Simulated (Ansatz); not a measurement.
Here is the system:

W2N:
```yaml
crystal:
  lattice:
    - [2.95760, 0.00000, 0.00000]
    - [0.00000, 2.95760, 0.00000]
    - [0.00000, 0.00000, 4.15058]
  atoms:
    - { symbol: W, position: [0.00000, 0.00000, 0.00000] }
    - { symbol: W, position: [0.50000, 0.50000, 0.50000] }
    - { symbol: N, position: [0.50000, 0.50000, 0.00000] }
```

This is the PBEsol-relaxed structure.

Problem. All from plane-wave PAW PBEsol (Ansatz code), unless another level is named. Predict the electronic character.

Solution. metallic (no gap).

Problem. What about the formation energy from the elements (no fitted shifts)?

Solution. -0.14 eV/atom.

Problem. Next, the density of states at the Fermi level?

Solution. 0.52 states/eV per atom (mean over ±0.08 eV).

Problem. Predict the gap with spin–orbit coupling.

Solution. none (metallic).

Space group P4/mmm. The cell is a constructed one: a structure type filled with these elements; neither database checked (COD, Materials Project) lists it. Whether it is the stable phase at ambient conditions was not checked. Symmetry was held in the PBEsol relaxation; its stability against distortions is not shown here. No spin polarisation was allowed. With an odd number of electrons in the cell and no spin polarisation, the count alone makes it a metal. The references are the lowest solids computed at this level, not always the standard phases (solids in place of the gases). Spin–orbit coupling is left out wherever it is not named.

Potentials: the earlier of the program's two PAW sets. The files were generated under PBE; for other functionals the program regenerates the frozen cores, and for LDA and PBEsol the local potential too.
